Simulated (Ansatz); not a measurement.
**PdRh (R-3m): the held moment from field and pressure**

The source of the geometry is a structure from the Materials Project; atoms and cell stay fixed.

Settings: r²SCAN, 12×12×12 k mesh, Fermi–Dirac smearing of 0.05 eV. PAW means Ansatz 0.2.0 on its default frozen-core files. Site moments are integrated in spheres about the atoms.

The run was typed so:

```yaml
crystal:
  lattice:
    - [1.3792149729, 0.7962901359, 4.4952460509]
    - [-1.3792149729, 0.7962901359, 4.4952460509]
    - [0.0, -1.5925802718, 4.4952460509]
  atoms:
    - { symbol: Pd, position: [0.0, 0.0, 0.0], spin: 0.6 }
    - { symbol: Rh, position: [0.5, 0.5, 0.5], spin: 1.0 }
magnetization:
  spin_polarized: true
kpoints:
  mp_grid: { grid: [12, 12, 12] }
scf:
  occupations: { method: fermi_dirac, width: 0.05 }
  lower_state_search: "off"
hamiltonian:
  xc: r2scan
  pseudopotentials: { kind: paw }
output:
  forces: true
  stress: true
  eigenvalues: true
  populations: true
  dos: { projected: true, de: 0.1, e_range: [-8, 5] }
  write_density: true
  write_potential: true
  elf: true
  volumetric_format: npy
```

Command: `ansatz run input.yaml --threads 1 --pin off --max-ram 3072MiB --backend cpu --events-out ev --progress --plain --runs-dir out`

The free run ends with 1.49 μB per cell. Further runs hold the cell's moment M by two Fermi levels; B is half their difference over μB, positive where the field raises M. Some of them:

```tsv
M (μB/cell)	B (T)	ΔF over the free run (meV/cell)	pressure (GPa)
0.49	-266	18.3	-7.2
1.34	-200	0.9	-5.1
1.86	1356	9.7	-2.8
```

**Question.** Another run of the series gave B (T) = 7375, ΔF over the free run (meV/cell) = 116.8, pressure (GPa) = -0.8. Which moment was held?
A. 2.23
B. 1.64
C. 1.00

**Answer.** A. M (μB/cell) = 2.23.

**Question.** Another run of the series gave B (T) = 287, ΔF over the free run (meV/cell) = 1.2, pressure (GPa) = -3.9. Which moment was held?
A. 2.23
B. 1.64
C. 1.00

**Answer.** B. M (μB/cell) = 1.64.

The whole series:

| M (μB/cell) | B (T) | ΔF over the free run (meV/cell) | pressure (GPa) |
| --- | --- | --- | --- |
| 0.49 | -266 | 18.3 | -7.2 |
| 1.00 | -408 | 7.4 | -6.2 |
| 1.34 | -200 | 0.9 | -5.1 |
| 1.64 | 287 | 1.2 | -3.9 |
| 1.86 | 1356 | 9.7 | -2.8 |
| 2.23 | 7375 | 116.8 | -0.8 |

The PAW files were made with PBE; the program remakes their cores once for the run's functional and then keeps them frozen. The Ansatz runs typed with the search for lower states off end where their start leads. r²SCAN is known to give itinerant transition metals moments and polarisation energies that are too large. None of this fixes the real material's magnetic order: only patterns that fit the cell were computed, at zero temperature, with a functional that can overstate moments.
